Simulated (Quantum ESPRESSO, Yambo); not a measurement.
# RbBr: DFT and GW levels

Space group Pm-3m (No. 221); a = 4.072 Å, b = 4.072 Å, c = 4.072 Å, α = 90.00°, β = 90.00°, γ = 90.00°

```tsv
atom	site	symmetry	x	y	z
Br	1b	m-3m	0.5000	0.5000	0.5000
Rb	1a	m-3m	0.0000	0.0000	0.0000
```

Cell and atoms were relaxed with PBEsol from Materials Project entry mp-23303, within its symmetry.

Starting point: PBEsol (pw.x of Quantum ESPRESSO, ONCV potentials, with spin-orbit coupling). G0W0 in Yambo: 4×4×4 Γ-centred k mesh, 250 bands and a 8 Ry block in the screening, 250 bands in G with the Bruneval-Gonze terminator, plasmon pole fitted at 27.2 eV.

The PBEsol gap along the band path is 4.01 eV and the PBEsol gap between the mesh's edge points (M → Γ) is 4.01 eV. The G0W0 gap between the same points is 6.40 eV, the PBEsol smallest direct gap on the mesh (at Γ) is 4.02 eV and the G0W0 direct gap at that point comes out as 6.43 eV.

```json
[
 {"k point": "Γ", "band": "VB−2", "E PBEsol (eV)": "-0.02", "E QP (eV)": "-1.70", "shift (eV)": "-1.68", "Z": "0.82"},
 {"k point": "Γ", "band": "VB−1", "E PBEsol (eV)": "-0.02", "E QP (eV)": "-1.70", "shift (eV)": "-1.68", "Z": "0.82"},
 {"k point": "Γ", "band": "VB", "E PBEsol (eV)": "-0.02", "E QP (eV)": "-1.70", "shift (eV)": "-1.69", "Z": "0.82"},
 {"k point": "Γ", "band": "CB", "E PBEsol (eV)": "4.01", "E QP (eV)": "4.73", "shift (eV)": "0.72", "Z": "0.86"},
 {"k point": "Γ", "band": "CB+1", "E PBEsol (eV)": "4.01", "E QP (eV)": "4.73", "shift (eV)": "0.72", "Z": "0.86"},
 {"k point": "X", "band": "VB", "E PBEsol (eV)": "-0.13", "E QP (eV)": "-1.81", "shift (eV)": "-1.68", "Z": "0.82"},
 {"k point": "X", "band": "CB", "E PBEsol (eV)": "6.77", "E QP (eV)": "7.81", "shift (eV)": "1.05", "Z": "0.86"},
 {"k point": "M", "band": "VB", "E PBEsol (eV)": "0.00", "E QP (eV)": "-1.67", "shift (eV)": "-1.67", "Z": "0.82"},
 {"k point": "M", "band": "CB", "E PBEsol (eV)": "5.16", "E QP (eV)": "5.98", "shift (eV)": "0.82", "Z": "0.86"},
 {"k point": "R", "band": "VB", "E PBEsol (eV)": "-1.37", "E QP (eV)": "-3.18", "shift (eV)": "-1.81", "Z": "0.81"},
 {"k point": "R", "band": "CB", "E PBEsol (eV)": "8.05", "E QP (eV)": "8.91", "shift (eV)": "0.87", "Z": "0.86"}
]
```

Energies count from the PBEsol valence-band maximum.

Nearest settings tried, and what they do to the gap: 7 Ry block (171 vectors against 179): -6 meV; 2×2×2 mesh: -105 meV. Not varied: bands in G, bands in W. So the settings aren't converged at that level.

This is not the ordinary phase of the substance; no match was found in the copy of COD used, and its stability was not checked.
